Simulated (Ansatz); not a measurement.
Input file for Ansatz (an electronic-structure program):

Ansatz 0.2 input:
```yaml
crystal:
  lattice:
    - [7.6055037539, 0.0, 0.0]
    - [-3.802751877, 6.5865594595, 0.0]
    - [0.0, 0.0, 2.9056421234]
  atoms:
    - { symbol: Si, position: [0.2306261948, 0.8245843177, 0.75] }
    - { symbol: Si, position: [0.7693738052, 0.1754156823, 0.25] }
    - { symbol: Si, position: [0.4060418771, 0.2306261948, 0.25] }
    - { symbol: Si, position: [0.5939581229, 0.7693738052, 0.75] }
    - { symbol: Si, position: [0.1754156823, 0.4060418771, 0.75] }
    - { symbol: Si, position: [0.8245843177, 0.5939581229, 0.25] }
    - { symbol: N, position: [0.3333333333, 0.6666666667, 0.75] }
    - { symbol: N, position: [0.6666666667, 0.3333333333, 0.25] }
    - { symbol: N, position: [0.9687411739, 0.6696871746, 0.75] }
    - { symbol: N, position: [0.0312588261, 0.3303128254, 0.25] }
    - { symbol: N, position: [0.2990539993, 0.9687411739, 0.25] }
    - { symbol: N, position: [0.7009460007, 0.0312588261, 0.75] }
    - { symbol: N, position: [0.3303128254, 0.2990539993, 0.75] }
    - { symbol: N, position: [0.6696871746, 0.7009460007, 0.25] }
kpoints:
  mp_grid: { grid: [4, 4, 10] }
hamiltonian:
  xc: r2scan
  pseudopotentials: { azcp: { folder: ./paw }, kind: paw }
scf:
  occupations: { method: fixed }
phonons:
  method: dfpt
  response_accuracy: low
  eigenvectors: true
  rigid_motions: translations
  dielectric: true
  raman: true
```

Output (shortened):

```
Pseudopotential: Si, paw, valence charge 4
Pseudopotential: N, paw, valence charge 5
Functional definition: r2SCAN
Crystal: 14 atoms, lattice volume = 145.556 Å³
Basis set: ecut = 500 eV, 3695 PW (Γ), exchange–correlation on 300×300×120 points (125 copies of the dense FFT grid, shifted against one another)
Bands: 46, of which v1, the nominal top of the filled ones, is band 32 counted from 1 (31 counted from 0)
Symmetry: 12 space group operations
k-points: 84 of 160 (irreducible under 1 space group operation, time reversal used)
SCF 1 converged in 10 iterations: F = -6930.839451 eV  dr2 = 8.47e-11
── the response to a field inside a basis, on 4×4×10 k-points: an SCF that follows is theirs, and a resumed run solves both again ──
Crystal: 14 atoms, lattice volume = 145.556 Å³
Bands: 33, of which v1, the nominal top of the filled ones, is band 32 counted from 1 (31 counted from 0)
k-points: 40 of 160 (irreducible under 4 space group operations)
SCF 1 converged in 8 iterations: F = -6930.339773 eV  dr2 = 4.00e-11
SCF converged after 10 iterations
Free energy (F): -6930.839451 eV
Harris-Foulkes:  -6930.839451 eV  (|F-HF|=1.82e-11)
Internal energy: -6930.839451 eV  (E = F + TS)
E sigma→0 (E₀):  -6930.839451 eV
Fermi energy:    8.036136 eV
--- Per-component energies (eV) ---
  E_band       = 28.269574
  E_kinetic    = 1341.567724
  E_local      = -2030.287228  (includes V_loc(G=0)·N_el)
  E_nonlocal   = 396.984818
  E_hartree    = 723.534720
  E_xc         = -804.151451
  E_vxc        = -996.947692  (∫ρ·V_xc dr)
  E_paw        = -4152.725025  (= ΣΔE_a)
  E_vpaw       = -183.370981  (= ΣTr[D̂ρ^β])
  E_aug_tail   = -0.000001  (compensation charges beyond the density's cutoff)
  E_vtau       = 53.253251  (kinetic-family band-sum trace: ∫τ·v_τ [+ j·A + Jᵃ·Aᵃ] dr)
  E_ewald      = -2405.067891
  E_core_change = -0.695117  (= ΣΔE_core)
  E_smearing   =  0.000000  (= −TS)
  E_closure    =  0.000000  (closes the sum)
  Σ components = -6930.839451   (vs F -6930.839451, Δ=0.00e0)
--- Band table (eV; the first three rows and the last of 84) ---
  k-point 0: bands = ["-11.0666", "-9.5970", "-9.5970", "-8.9435", "-8.8069", "-8.8069", "-7.5906", "-7.2853", "-0.2462", "-0.2462", "-0.1824", "0.5045", "0.5045", "2.0643", "2.0643", "2.9409", "3.3311", "3.8740", "3.8740", "4.0427", "4.0427", "4.6327", …
  k-point 1: bands = ["-10.9442", "-9.4881", "-9.4881", "-8.8587", "-8.7144", "-8.7144", "-7.5426", "-7.2687", "-0.2280", "-0.2280", "-0.1009", "0.5293", "0.5293", "2.1114", "2.1114", "2.8131", "2.9565", "3.5287", "3.5287", "3.6186", "3.6186", "4.5009", …
  k-point 2: bands = ["-10.5861", "-9.1759", "-9.1759", "-8.6239", "-8.4589", "-8.4589", "-7.4196", "-7.2533", "-0.2963", "-0.2963", "0.1255", "0.4705", "0.4705", "1.7274", "2.1493", "2.1493", "2.7257", "2.7257", "2.7413", "2.9745", "2.9745", "3.8531", …
  k-point 83: bands = ["-8.5353", "-8.5353", "-7.9764", "-7.9764", "-7.8985", "-7.8985", "-7.2873", "-7.2873", "-1.3389", "-1.3389", "-0.7393", "-0.7393", "-0.3004", "-0.3004", "1.1569", "1.1569", "2.3297", "2.3297", "2.5530", "2.5530", "3.3589", "3.3589", …
--- Phonons (Γ-DFPT): 8 representative perturbations + reference, on 84 of 160 k-points (Σ response iterations 51) ---
  ASR residual: 6.707e-4 → 0.000e0 eV/Å²; symmetrization residual: 1.357e-4 eV/Å²
  ASR residual per site (eV/Å²): 5.20e-5 5.20e-5 5.20e-5 5.20e-5 5.20e-5 5.20e-5 6.71e-4 6.71e-4 3.69e-4 3.69e-4 4.84e-4 4.84e-4 5.09e-4 5.09e-4
  Γ frequencies (cm⁻¹): 0.00 0.00 0.00 185.14 185.14 209.39 228.40 228.40 254.58 275.70 310.12 310.12 379.50 416.63 433.18 433.18 451.77 451.77 462.58 561.69 572.62 572.62 620.26 620.26 654.69 734.40 853.84 863.64 863.64 867.38 867.38 881.82 893.88 893.88 …
  ε∞ (high-frequency dielectric tensor):
        3.979123     0.000000     0.000000
        0.000000     3.979123     0.000000
        0.000000     0.000000     4.061019
  ε⁰ (static dielectric tensor: ions relaxed, cell fixed):
        7.709701     0.000000     0.000000
        0.000000     7.709701     0.000000
        0.000000     0.000000     7.719595
  ε⁰ − ε∞ (ionic part):
        3.730578     0.000000     0.000000
        0.000000     3.730578     0.000000
        0.000000     0.000000     3.658576
  softest optical mode at Γ: 185.14 cm⁻¹; the repairs (sum rule, projections) moved no ω² at Γ by more than (11.15 cm⁻¹)²
  Born effective charges Z* (e; rows j = field, columns β = displacement):
    site 0:
         3.39122    0.19956    0.00000
         0.17541    3.31115    0.00000
         0.00000    0.00000    3.40804
    site 1:
         3.39122    0.19956    0.00000
         0.17541    3.31115    0.00000
         0.00000    0.00000    3.40804
    site 2:
         3.16880   -0.04700    0.00000
        -0.07114    3.53357    0.00000
         0.00000    0.00000    3.40804
    site 3:
         3.16880   -0.04700    0.00000
        -0.07114    3.53357    0.00000
         0.00000    0.00000    3.40804
    site 4:
         3.49353   -0.11634    0.00000
        -0.14049    3.20883    0.00000
         0.00000    0.00000    3.40804
    site 5:
         3.49353   -0.11634    0.00000
        -0.14049    3.20883    0.00000
         0.00000    0.00000    3.40804
    site 6:
        -2.94571   -0.05081    0.00000
         0.05081   -2.94571    0.00000
         0.00000    0.00000   -1.74660
    site 7:
        -2.94571   -0.05081    0.00000
         0.05081   -2.94571    0.00000
         0.00000    0.00000   -1.74660
    site 8:
        -2.70183   -0.69183    0.00000
        -0.70156   -2.03673    0.00000
         0.00000    0.00000   -2.82583
    site 9:
        -2.70183   -0.69183    0.00000
        -0.70156   -2.03673    0.00000
         0.00000    0.00000   -2.82583
    site 10:
        -1.59965    0.06522    0.00000
         0.05549   -3.13891    0.00000
         0.00000    0.00000   -2.82583
    site 11:
        -1.59965    0.06522    0.00000
         0.05549   -3.13891    0.00000
         0.00000    0.00000   -2.82583
    site 12:
        -2.80636    0.64121    0.00000
         0.63148   -1.93219    0.00000
         0.00000    0.00000   -2.82583
    site 13:
        -2.80636    0.64121    0.00000
         0.63148   -1.93219    0.00000
         0.00000    0.00000   -2.82583
  Z* charge neutrality: 7.927e-5 e pre-enforcement
  k-mesh period / interband length: 29.1 Å / 1.32 Å = 22.04 at k = (0.0000, 0.0000, 0.0000), direct gap 5.200 eV — 14 or more, which is no proof of convergence
  Raman tensors (in the event stream and the table raman_tensors.tsv) …
  optical modes at Γ without the LO–TO term, one row a degenerate level:
      ω (cm⁻¹)  modes    IR ((D/Å)²/amu)  static Raman (Å⁴/amu)  depolarisation
        185.14      2             0.0000                 1.1822           0.750
        209.39      1             0.0000                 3.4025           0.000
        228.40      2             0.0000                 1.0699           0.750
        254.58      1             0.0000                 0.0000               —
        275.70      1             0.0000                 0.0000               —
        310.12      2             0.0000                 0.0000               —
        379.50      1             8.8168                 0.0000               —
        416.63      1             0.0000                 0.0000               —
        433.18      2            26.2669                 0.0000               —
        451.77      2             0.0000                 0.9004           0.750
        462.58      1             0.0000                 0.0475           0.326
        561.69      1             0.0000                 0.0000               —
        572.62      2            22.9656                 0.0000               —
        620.26      2             0.0000                 2.2734           0.750
        654.69      1             0.0000                 0.0000               —
        734.40      1             0.0000                 2.1625           0.730
        853.84      1           137.3942                 0.0000               —
        863.64      2             0.0000                 9.0019           0.750
        867.38      2             0.0000                 0.0000               —
        881.82      1             0.0000                 0.0000               —
        893.88      2           230.9299                 0.0000               —
        927.75      2             0.0000                 7.7507           0.750
        939.65      1             0.0000                 8.4199           0.271
       1032.70      2            10.8221                 0.0000               —
       1047.97      2             0.0000                10.0467           0.750
       1068.64      1             0.0000                 0.0000               —
  optical modes at Γ + LO–TO along q̂ = [1.0000, 0.0000, 0.0000]:
      ω (cm⁻¹)  modes    IR ((D/Å)²/amu)  static Raman (Å⁴/amu)  depolarisation
        185.14      2             0.0000                 1.1822           0.750
        209.39      1             0.0000                 3.4025           0.000
        228.40      2             0.0000                 1.0699           0.750
        254.58      1             0.0000                 0.0000               —
        275.70      1             0.0000                 0.0000               —
        310.12      2             0.0000                 0.0000               —
        379.50      1             8.8168                 0.0000               —
        416.63      1             0.0000                 0.0000               —
        433.18      1            13.1335                 0.0000               —
        451.77      2             0.0000                 0.9004           0.750
        458.92      1             2.8265                 0.0000               —
        462.58      1             0.0000                 0.0475           0.326
        561.69      1             0.0000                 0.0000               —
        572.62      1            11.4828                 0.0000               —
        594.09      1             3.8048                 0.0000               —
        620.26      2             0.0000                 2.2734           0.750
        654.69      1             0.0000                 0.0000               —
        734.40      1             0.0000                 2.1625           0.730
        853.84      1           137.3942                 0.0000               —
        863.64      2             0.0000                 9.0019           0.750
        867.38      2             0.0000                 0.0000               —
        881.82      1             0.0000                 0.0000               —
        893.88      1           115.4650                 0.0000               —
        927.75      2             0.0000                 7.7507           0.750
        939.65      1             0.0000                 8.4199           0.271
       1021.38      1             6.1541                 0.0000               —
       1032.70      1             5.4111                 0.0000               —
       1047.97      2             0.0000                10.0467           0.750
       1068.64      1             0.0000                 0.0000               —
       1144.57      1           132.7068                 0.0000               —
  optical modes at Γ + LO–TO along q̂ = [0.0000, 1.0000, 0.0000]:
      ω (cm⁻¹)  modes    IR ((D/Å)²/amu)  static Raman (Å⁴/amu)  depolarisation
        185.14      2             0.0000                 1.1822           0.750
        209.39      1             0.0000                 3.4025           0.000
        228.40      2             0.0000                 1.0699           0.750
        254.58      1             0.0000                 0.0000               —
        275.70      1             0.0000                 0.0000               —
        310.12      2             0.0000                 0.0000               —
        379.50      1             8.8168                 0.0000               —
        416.63      1             0.0000                 0.0000               —
        433.18      1            13.1335                 0.0000               —
        451.77      2             0.0000                 0.9004           0.750
        458.92      1             2.8265                 0.0000               —
        462.58      1             0.0000                 0.0475           0.326
        561.69      1             0.0000                 0.0000               —
        572.62      1            11.4828                 0.0000               —
        594.09      1             3.8048                 0.0000               —
        620.26      2             0.0000                 2.2734           0.750
        654.69      1             0.0000                 0.0000               —
        734.40      1             0.0000                 2.1625           0.730
        853.84      1           137.3942                 0.0000               —
        863.64      2             0.0000                 9.0019           0.750
        867.38      2             0.0000                 0.0000               —
        881.82      1             0.0000                 0.0000               —
        893.88      1           115.4650                 0.0000               —
        927.75      2             0.0000                 7.7507           0.750
        939.65      1             0.0000                 8.4199           0.271
       1021.38      1             6.1541                 0.0000               —
       1032.70      1             5.4111                 0.0000               —
       1047.97      2             0.0000                10.0467           0.750
       1068.64      1             0.0000                 0.0000               —
       1144.57      1           132.7068                 0.0000               —
  optical modes at Γ + LO–TO along q̂ = [0.0000, 0.0000, 1.0000]:
      ω (cm⁻¹)  modes    IR ((D/Å)²/amu)  static Raman (Å⁴/amu)  depolarisation
        185.14      2             0.0000                 1.1822           0.750
        209.39      1             0.0000                 3.4025           0.000
        228.40      2             0.0000                 1.0699           0.750
        254.58      1             0.0000                 0.0000               —
        275.70      1             0.0000                 0.0000               —
        310.12      2             0.0000                 0.0000               —
        401.26      1             2.4793                 0.0000               —
        416.63      1             0.0000                 0.0000               —
        433.18      2            26.2669                 0.0000               —
        451.77      2             0.0000                 0.9004           0.750
        462.58      1             0.0000                 0.0475           0.326
        561.69      1             0.0000                 0.0000               —
        572.62      2            22.9656                 0.0000               —
        620.26      2             0.0000                 2.2734           0.750
        654.69      1             0.0000                 0.0000               —
        734.40      1             0.0000                 2.1625           0.730
        863.64      2             0.0000                 9.0019           0.750
        867.38      2             0.0000                 0.0000               —
        881.82      1             0.0000                 0.0000               —
        893.88      2           230.9299                 0.0000               —
        927.75      2             0.0000                 7.7507           0.750
        939.65      1             0.0000                 8.4199           0.271
       1032.70      2            10.8221                 0.0000               —
       1047.97      2             0.0000                10.0467           0.750
       1068.64      1             0.0000                 0.0000               —
       1113.38      1           143.7316                 0.0000               —
```

Cost: roughly 50 core-minutes on shared cores.

Space group P6_3/m. Symmetry was held in the r²SCAN relaxation; phonons on a q-mesh show no instability.

Potentials: the earlier of the program's two PAW sets.

Ansatz is a plane-wave DFT program.
